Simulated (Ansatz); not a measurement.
Starting cell, BaTiO3 (cubic perovskite):

```xyz
5
Lattice="4.0192 0.0000 0.0000 0.0000 4.0192 0.0000 0.0000 0.0000 4.0192" Properties=species:S:1:pos:R:3 pbc="T T T"
Ba     0.0000     0.0000     0.0000
Ti     2.0096     2.0096     2.0096
O      0.0000     2.0096     2.0096
O      2.0096     2.0096     0.0000
O      2.0096     0.0000     2.0096
```

The atoms are displaced by Q × the pattern below (from a DFPT mode at Γ, largest move 1; Q in Å), at fixed cell. It is one choice among 3 degenerate patterns.

```tsv
atom	x	y	z
Ba1	0.000	0.000	-0.006
Ti2	0.000	0.000	-0.612
O3	0.000	0.000	0.440
O4	0.000	0.000	1.000
O5	0.000	0.000	0.440
```

Calculation: PBE (plane waves to 420 eV, PAW, scalar-relativistic; Ansatz, a quantum-chemistry and plane-wave program). k mesh 8×8×8 (Γ-centred), fixed occupations. BaTiO3 is run without spin polarisation. BaTiO3 was relaxed with its symmetry unable to fall. This is a high-temperature form of BaTiO3.

At one point of the scan the forces (eV/Å) are:

```
atom     Fx     Fy      Fz
----  -----  -----  ------
Ba1   0.000  0.000  -0.006
Ti2   0.000  0.000  -0.170
O3    0.000  0.000   0.043
O4    0.000  0.000   0.090
O5    0.000  0.000   0.043
```

Q: Which point is it?
(A) Q = 0.059 Å
(B) Q = -0.147 Å
(C) Q = 0.029 Å
(D) Q = -0.176 Å

A: C, Q = 0.029 Å

(For displaced atoms, the force is minus the slope of the energy, and its curvature is a force constant, which sets phonon frequencies.)
